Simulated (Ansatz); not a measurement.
GaAs (zinc blende)

```cif
data_AsGa
_chemical_formula_sum 'As1 Ga1'
_space_group_name_H-M_alt 'P 1'
_space_group_IT_number 1
_cell_length_a 4.00696
_cell_length_b 4.00696
_cell_length_c 4.00696
_cell_angle_alpha 60.000
_cell_angle_beta 60.000
_cell_angle_gamma 60.000
loop_
_space_group_symop_operation_xyz
  'x, y, z'
loop_
_atom_site_label
_atom_site_type_symbol
_atom_site_fract_x
_atom_site_fract_y
_atom_site_fract_z
_atom_site_occupancy
As1 As 0.75000 0.75000 0.75000 1
Ga1 Ga 0.00000 0.00000 0.00000 1
```

This relaxed cell (volume V₀) is scaled evenly in all directions, its shape held. Symmetry pins the atoms to their sites.

All values below come from r2SCAN (plane waves to 500 eV, PAW, scalar-relativistic; Ansatz, a first-principles code). k mesh 10×10×10 (Γ-centred), Fermi-Dirac smearing 0.05 eV. Energies are smeared free energies. Compression counts positive. GaAs was relaxed with its symmetry unable to fall. The zero of ΔE is the relaxed starting cell.

Problem. Estimate the ΔE (meV/atom) and P (GPa) for V/V₀ = 0.917, 0.933, 0.950, 1.017, 1.033, 1.100.

Solution. 
```
V/V₀   ΔE (meV/atom)  P (GPa)
-----  -------------  -------
0.917           41.9     7.68
0.933           26.0     5.85
0.950           14.1     4.18
1.017            1.4    -1.15
1.033            5.4    -2.20
1.100           42.9    -5.52
```

(A scan under strain: stresses follow from slopes of the energy per volume, elastic moduli from its curvatures.)
